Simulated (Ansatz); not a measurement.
**Na started on a K site and a K vacancy, 6.91 Å apart on the ideal sites in cubic perovskite KMgF3, 39 atoms, charge +1**

Theory: DFT, PBEsol, PAW, plane waves in Ansatz.

Command:

```sh
ansatz run in.yaml --threads 7 --pin off --max-ram 13300MiB --runs-dir r --events-out ev --progress --plain
```

The input less its lattice and atoms (starting moments on atoms near the defect: 2 μB in all):

```yaml
crystal:
  symmetry: { detect: false }
kpoints:
  mp_grid: { grid: [1, 1, 1], shift: [0.25, 0.25, 0.25] }
hamiltonian:
  xc: pbesol
total_charge: 1
magnetization:
  spin_polarized: true
scf:
  occupations: { method: fermi_dirac, width: 0.01 }
relax:
  f_tol: 0.03
  max_steps: 80
  escape_saddle: false
  adjacent_minimum: "off"
output:
  forces: true
  eigenvalues: true
  populations: true
  charged_corrections: { epsilon: 7 }
```

Start:

```xyz
39
Lattice="7.9825 0.0000 0.0000 0.0000 7.9825 0.0000 0.0000 0.0000 7.9825" Properties=species:S:1:pos:R:3 pbc="T T T"
K     7.9755    0.0213    4.0065
K     7.9600    3.9690    0.0018
K     7.9515    3.9366    3.9907
K     3.9998    7.9573    7.9648
K     3.9575    7.9529    3.9833
K     4.0132    4.0230    0.0018
Na    4.0405    4.0047    3.9848
Mg    1.9931    1.9825    1.9882
Mg    2.0051    2.0137    6.0006
Mg    1.9778    5.9826    2.0032
Mg    1.9908    5.9722    5.9775
Mg    5.9703    1.9719    2.0208
Mg    5.9677    1.9818    6.0152
Mg    5.9985    5.9954    2.0052
Mg    6.0061    5.9590    5.9952
F     1.9624    1.9795    7.9455
F     2.0410    2.0014    3.9707
F     1.9646    5.9989    7.9560
F     1.9721    5.9600    4.0232
F     5.9876    1.9775    7.9378
F     5.9768    2.0094    3.9723
F     5.9636    5.9983    7.9605
F     6.0007    5.9825    4.0117
F     7.9731    1.9780    1.9696
F     0.0211    1.9540    6.0143
F     7.9629    6.0228    2.0339
F     7.9528    5.9769    5.9589
F     4.0250    1.9997    1.9914
F     4.0171    1.9537    6.0056
F     3.9950    6.0025    1.9863
F     4.0080    5.9946    5.9572
F     2.0053    7.9792    1.9839
F     2.0473    0.0074    5.9699
F     1.9867    3.9872    1.9975
F     1.9837    3.9784    6.0007
F     5.9614    7.9661    2.0057
F     5.9798    7.9619    5.9768
F     6.0045    3.9574    2.0061
F     6.0144    4.0012    5.9847
```

Steps:

| step | energy less the first (eV) | largest force component (eV/Å) |
| --- | --- | --- |
| start | 0.000 | 0.650 |
| 1 | -0.239 | 0.522 |
| 2 | -0.383 | 0.019 |
| 3 | -0.383 | 0.018 |

A structure on the way, about -0.24 eV from the start:

```
K Na Mg F
1.0
     7.98254    0.00000    0.00000
     0.00000    7.98254    0.00000
     0.00000    0.00000    7.98254
K Na Mg F
6 1 8 24
Cartesian
  7.9738 7.9565 4.0057
  0.0006 3.9722 0.0023
  0.0043 4.0019 3.9863
  3.9917 7.9672 7.9733
  4.0032 0.0006 3.9993
  3.9845 3.9819 0.0150
  4.0250 3.9830 3.9682
  1.9904 1.9839 1.9974
  1.9982 2.0062 6.0045
  1.9818 5.9816 1.9962
  1.9906 5.9682 5.9735
  5.9688 1.9858 2.0239
  5.9641 1.9810 6.0169
  5.9978 6.0025 1.9961
  6.0016 5.9589 5.9873
  2.0117 2.0168 7.9622
  2.0330 2.0132 3.9823
  2.0105 5.9509 7.9562
  2.0017 5.9530 4.0097
  5.9527 2.0216 7.9539
  5.9719 2.0260 3.9853
  5.9361 5.9513 7.9600
  5.9692 5.9598 3.9980
  7.9722 2.0181 2.0243
  0.0094 1.9979 5.9573
  7.9681 5.9798 2.0447
  7.9593 5.9478 5.9357
  4.0129 2.0174 1.9962
  4.0062 1.9881 5.9886
  3.9944 5.9712 2.0065
  4.0016 5.9563 5.9457
  2.0396 7.9784 2.0295
  2.0570 7.9819 5.9396
  2.0033 3.9877 2.0001
  2.0076 3.9750 5.9829
  5.9392 7.9785 2.0344
  5.9503 7.9635 5.9429
  5.9815 3.9765 2.0104
  5.9835 3.9927 5.9673
```

End:

```xyz
39
Lattice="7.9825 0.0000 0.0000 0.0000 7.9825 0.0000 0.0000 0.0000 7.9825" Properties=species:S:1:pos:R:3 pbc="T T T"
K     0.0000    7.9764    3.9909
K     7.9812    3.9835    7.9812
K     0.0002    3.9849    3.9885
K     3.9915    7.9747    7.9794
K     3.9919    7.9753    3.9885
K     3.9898    3.9839    7.9824
Na    3.9973    3.9849    3.9863
Mg    1.9785    1.9711    1.9781
Mg    1.9807    1.9727    6.0020
Mg    1.9784    5.9981    1.9781
Mg    1.9782    5.9944    6.0007
Mg    6.0043    1.9731    1.9776
Mg    6.0034    1.9702    6.0007
Mg    6.0028    5.9972    1.9756
Mg    6.0027    5.9954    6.0013
F     2.0533    2.0448    7.9807
F     2.0292    2.0229    3.9896
F     2.0514    5.9253    7.9808
F     2.0253    5.9458    3.9900
F     5.9341    2.0467    7.9808
F     5.9569    2.0213    3.9884
F     5.9236    5.9197    7.9799
F     5.9568    5.9492    3.9885
F     7.9822    2.0463    2.0538
F     0.0004    2.0423    5.9272
F     7.9820    5.9258    2.0540
F     7.9823    5.9200    5.9258
F     3.9918    2.0227    2.0223
F     3.9928    2.0163    5.9552
F     3.9900    5.9470    2.0269
F     3.9895    5.9480    5.9521
F     2.0578    7.9753    2.0570
F     2.0522    7.9748    5.9279
F     2.0210    3.9849    2.0195
F     2.0234    3.9830    5.9589
F     5.9287    7.9763    2.0501
F     5.9292    7.9748    5.9253
F     5.9578    3.9856    2.0246
F     5.9568    3.9828    5.9546
```

Self-consistency was reached.

Time: 35 s of wall time on 7 threads of a Neoverse-V2 processor, on a host shared with other runs; peak host memory 1.5 GiB.

**Question.** How much energy did the relaxation gain, and which atom moved most?

**Answer.** 0.38 eV in 3 steps, from a start with small random displacements (the gain also holds any tilting of the ideal host); atom 25 (F) moved 0.13 Å, the median atom 0.05 Å (drift of the whole cell removed).

The moment started at 2 μB and ended at 2.0 μB; no other spin state is shown. The one k point has no symmetry partners, which can distort the end along one axis.
